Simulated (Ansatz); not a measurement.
ZrO$_{2}$:
Space group P4₂/nmc, origin choice 1 (No. 137); a = 3.6011 Å, b = 3.6011 Å, c = 5.2300 Å, α = 90.00°, β = 90.00°, γ = 90.00°

```
atom  site  symmetry       x       y       z
----  ----  --------  ------  ------  ------
Zr      2a      -4m2  0.0000  0.0000  0.0000
O       4d      2mm.  0.5000  0.0000  0.1964
```

Relaxed with r²SCAN.

Task: Tabulate the valence density and the electron localisation function along the shortest Zr–O contact (2.07 Å), r²SCAN in the plane-wave PAW code Ansatz.

Result: 

| distance from Zr (Å) | density (e/Å³) | ELF |
|---|---|---|
| 0.21 | 3.91 | 0.25 |
| 0.31 | 4.19 | 0.48 |
| 0.41 | 4.09 | 0.66 |
| 0.52 | 3.56 | 0.75 |
| 0.62 | 2.78 | 0.76 |
| 0.73 | 1.97 | 0.69 |
| 0.83 | 1.32 | 0.51 |
| 0.93 | 0.91 | 0.31 |
| 1.04 | 0.72 | 0.24 |
| 1.14 | 0.74 | 0.34 |
| 1.24 | 0.92 | 0.58 |
| 1.35 | 1.29 | 0.77 |
| 1.45 | 1.93 | 0.82 |
| 1.55 | 2.94 | 0.81 |
| 1.66 | 4.34 | 0.75 |
| 1.76 | 5.91 | 0.62 |
| 1.87 | 7.35 | 0.44 |

The density is the valence pseudo-density with augmentation charge, so density and ELF within about 1 Å of a nucleus are not all-electron values.

Space group P4_2/nmc. This is a known high-temperature phase of the composition, computed here at zero pressure and temperature. The r²SCAN relaxation kept the symmetry of its start; its stability against distortions is not shown here. No spin polarisation was allowed.

Potentials: the earlier of the program's two PAW sets.
